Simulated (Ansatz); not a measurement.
AlIr:
```xyz
2
Lattice="0.0000 2.5251 2.5251 2.5251 0.0000 2.5251 2.5251 2.5251 0.0000" Properties=species:S:1:pos:R:3 pbc="T T T"
Ir     0.0000     0.0000     0.0000
Al     2.5251     2.5251     2.5251
```

Relaxed with PBE. Special points in fractions of this cell's reciprocal vectors: Γ (0.000, 0.000, 0.000); X (0.500, 0.000, 0.500); U (0.625, 0.250, 0.625); K (0.375, 0.375, 0.750); L (0.500, 0.500, 0.500); W (0.500, 0.250, 0.750).

Q: List the band energies nearest the Fermi level at these points for plane-wave PAW PBE (Ansatz code).

A: In eV from the Fermi level; about four levels below and three above (degenerate sets whole), none deeper than 8.9 eV; … stands for higher levels left out; points with the same levels are listed once.

```json
[
 {"k": "Γ", "below": "-2.36 -2.36 -2.36 -2.11 -2.11", "above": "…"},
 {"k": "X", "below": "-2.54 -1.37 -0.27 -0.27", "above": "0.46 …"},
 {"k": "U", "below": "-3.04 -2.24 -0.78 -0.56", "above": "1.02 1.86 …"},
 {"k": "L", "below": "-3.19 -3.19 -0.70 -0.70", "above": "0.33 7.22 …"},
 {"k": "W", "below": "-3.36 -3.36 -3.04 -0.27 -0.23", "above": "1.30 1.30 …"}
]
```

Space group Fm-3m (rock salt). The start of the workflow was typed in or built on a structure type; neither database checked (COD, Materials Project) lists it. Whether it is the stable phase at ambient conditions was not checked. Symmetry was held in the PBE relaxation; its stability against distortions is not shown here. No spin polarisation was allowed. Scalar-relativistic: spin–orbit coupling is off unless named, which matters more the heavier the elements.

Potentials: the later of the program's two PAW sets.
